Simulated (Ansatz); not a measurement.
Cr$_{2}$N (anti-CdI2 type, space group No. 164) under volume change, PBE (plane waves, PAW; program Ansatz), shape and atoms relaxed at each volume.

```tsv
V (Å³/atom)	E − E(relaxed) (meV/atom)	P (GPa)
8.907	63.1	24.73
9.201	27.1	15.02
9.495	7.0	7.76
9.788	0.0	-0.02
10.082	6.4	-6.75
10.376	24.1	-12.37
10.669	51.2	-17.00
```

Task: What does a third-order Birch–Murnaghan fit give for V₀, B₀ and B′?

Result: V₀ = 9.79 Å³/atom, B₀ = 228 GPa, B′ = 3.0.

Space group P-3m1 (anti-CdI2 type). A made-up cell: these elements were put on the sites of a structure type; neither database checked (COD, Materials Project) lists it. COD files the formula under space group No. 162, so this cell is another polymorph or a model. Whether it is the stable phase at ambient conditions was not checked. Symmetry was held in the PBE relaxation; its stability against distortions is not shown here. The workflow began spin-polarised and lost its moments.

Potentials: the earlier of the program's two PAW sets.
